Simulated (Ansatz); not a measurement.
In the program Ansatz at the r²SCAN level (PAW), MoPd in the rock salt structure (Fm-3m) relaxes to a = 5.182 Å. Pd has 6 nearest neighbours from 2.59 Å (octahedral); Mo has 6 nearest neighbours from 2.59 Å (octahedral). Against the elements it lies at 1.17 eV/atom, with no fitted shifts.

Electronic character: metallic (no gap). Gap from r²SCAN with spin–orbit coupling: none (metallic).

The bulk modulus is 184 GPa. The relaxed-ion elastic constants in GPa are C11 = 277, C12 = 137, C44 = -6.4. Bader charges are Pd -0.94, Mo +0.94 e.

The start of the workflow was typed in or built on a structure type; neither database checked (COD, Materials Project) lists it. Its standing as an ambient phase is unchecked. Symmetry was held in the r²SCAN relaxation. At this level the phase is mechanically unstable. The run is not spin-polarised. The volume moved by 15 % from the start of the relaxation. Its formation energy is positive at this level, so the cell may be metastable or incomplete. As this level gives no gap, shear constants depend on the k-mesh and smearing (Fermi–Dirac, 0.1 eV here). The references are the lowest solids computed at this level, not always the standard phases. Spin–orbit coupling is left out wherever it is not named.

Potentials: the later of the program's two PAW sets.
